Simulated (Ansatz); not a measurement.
Below is a relaxed structure of Ge6MoW2. The cell was found from a structure generator's guess, not taken from experiment.

These are results of Ansatz, DFT PBE, scalar-relativistic, plane waves, PAW, not measurements. Cutoff 420 eV, Γ-centred mesh, Gaussian smearing, no spin polarisation.

```cif
data_structure
_symmetry_space_group_name_H-M 'P 1'
_symmetry_Int_Tables_number 1
_cell_length_a 8.2105
_cell_length_b 7.4711
_cell_length_c 4.7701
_cell_angle_alpha 80.992
_cell_angle_beta 63.991
_cell_angle_gamma 35.017
_cell_volume 138.77
loop_
_atom_site_label
_atom_site_type_symbol
_atom_site_fract_x
_atom_site_fract_y
_atom_site_fract_z
_atom_site_occupancy
Ge1 Ge 0.00422 0.32874 0.67126 1
Ge2 Ge 0.33779 0.66221 0.33779 1
Ge3 Ge 0.67126 0.99578 0.00422 1
Ge4 Ge 0.32874 0.00422 0.99578 1
Ge5 Ge 0.66221 0.33779 0.66221 1
Ge6 Ge 0.99578 0.67126 0.32874 1
Mo1 Mo 0.00000 0.00000 0.00000 1
W1 W 0.66635 0.66635 0.33365 1
W2 W 0.33365 0.33365 0.66635 1
```

Energies over the elements count from the elements' standard structures at the same level, with no fitted energy shifts.

(1) What space group does it have?

(2) How far does it lie from the elements in energy?

(3) Is it a metal?

Results:

(1) Fmmm (No. 69). Conventional cell: a = 4.724 Å, b = 8.288 Å, c = 14.176 Å. Around Ge on a site of symmetry m lie 5 Ge at 2.69–2.78 Å, 1 Mo at 2.72 Å, 4 W at 2.72–2.80 Å and 4 Ge at 3.34 Å; Ge on a site of symmetry m2m is surrounded by 5 Ge at 2.69–2.77 Å, 2 W at 2.71 Å, 3 Mo at 2.72–2.80 Å and 4 Ge at 3.34 Å; around Mo lie 10 Ge at 2.72–2.80 Å and 4 W at 3.34 Å; W is surrounded by 10 Ge at 2.71–2.80 Å, 2 Mo at 3.34 Å and 2 W at 3.35 Å.

(2) 0.00 eV/atom. The formation energy is too near zero to say whether this cell lies below the elements.

(3) Yes, bands cross the Fermi level on the 10×10×10 mesh.

The last run used a 10×10×10 mesh for its 9-atom cell and Gaussian smearing of 0.10 eV. The k mesh leaves some 4 meV/atom of noise in the energy of each metallic cell. These runs have no spin–orbit coupling, which can matter for W. A later test with randomly moved atoms came back to the same energy, though modes that don't fit the test's cell weren't probed.
